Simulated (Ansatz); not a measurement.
Ga2PN:
Space group P3m1 (No. 156); a = b = 3.5145 Å, c = 5.8335 Å, α = β = 90.00°, γ = 120.00°

```tsv
atom	site	symmetry	x	y	z
Ga	1a	3m.	0.0000	0.0000	0.4677
Ga	1c	3m.	0.6667	0.3333	0.0379
P	1a	3m.	0.0000	0.0000	0.8709
N	1c	3m.	0.6667	0.3333	0.3734
```

Relaxed with r²SCAN.

Q: Tabulate the valence density and the electron localisation function along the shortest Ga–N contact (1.96 Å), plane-wave PAW r²SCAN (Ansatz code).

A: 

```tsv
distance from Ga (Å)	density (e/Å³)	ELF
0.20	34.32	-0.05
0.29	20.37	0.01
0.39	10.28	0.04
0.49	4.67	0.05
0.59	2.16	0.11
0.69	1.19	0.18
0.78	0.83	0.24
0.88	0.72	0.34
0.98	0.74	0.49
1.08	0.85	0.69
1.17	1.05	0.81
1.27	1.37	0.86
1.37	1.84	0.85
1.47	2.44	0.79
1.57	3.04	0.66
1.66	3.44	0.42
1.76	3.54	0.18
```

The density is the valence pseudo-density with augmentation charge, so density and ELF within about 1 Å of a nucleus are not all-electron values.

The start of the workflow was typed in or built on a structure type; neither database checked (COD, Materials Project) lists it. Its standing as an ambient phase is unchecked. Symmetry was held in the r²SCAN relaxation; its stability against distortions is not shown here.

Potentials: the later of the program's two PAW sets.
